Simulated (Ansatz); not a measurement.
Os, DFT, PBEsol, PAW with Ansatz's default frozen-core files, scalar-relativistic (Ansatz 0.2.0), run on 1 thread of Arm Neoverse V2 on a shared host.

The cell is a database entry far from equilibrium at this level of theory, probably a faulty or high-pressure entry; it serves as a test geometry alone. The listed cell was then made from it by scaling, straining or moving an atom.

Command: `ansatz run input.yaml --threads 1 --pin off --max-ram 3072MiB --backend cpu --events-out ev --progress --plain --runs-dir out`

```yaml
crystal:
  lattice:
    - [0.0, 1.945, 1.96445]
    - [1.945, 0.0, 1.96445]
    - [1.945, 1.945, 0.0]
  atoms:
    - { symbol: Os, position: [0.0, 0.0, 0.0] }
kpoints:
  mp_grid: { grid: [14, 14, 14] }
scf:
  occupations: { method: fermi_dirac, width: 0.05 }
hamiltonian:
  xc: pbesol
  pseudopotentials: { kind: paw }
output:
  forces: true
  stress: true
  eigenvalues: true
  efg: { contact_densities: true }
```

Q: How large is the problem that the program sets up?

A: 244 irreducible k-points, 283 plane waves at Γ, 12 bands.

Q: About how long does it take, and how much memory does it use?

A: 3.5 s of wall time for 6 SCF iterations, with a peak of 0.35 GiB. Times on shared machines scatter by tens of per cent.

Q: And the same cell and mesh by all-electron PAW (datasets made for this crystal), asked for forces, stress, eigenvalues, efg, on the same hardware?

A: 11 s, peak memory 0.48 GiB.
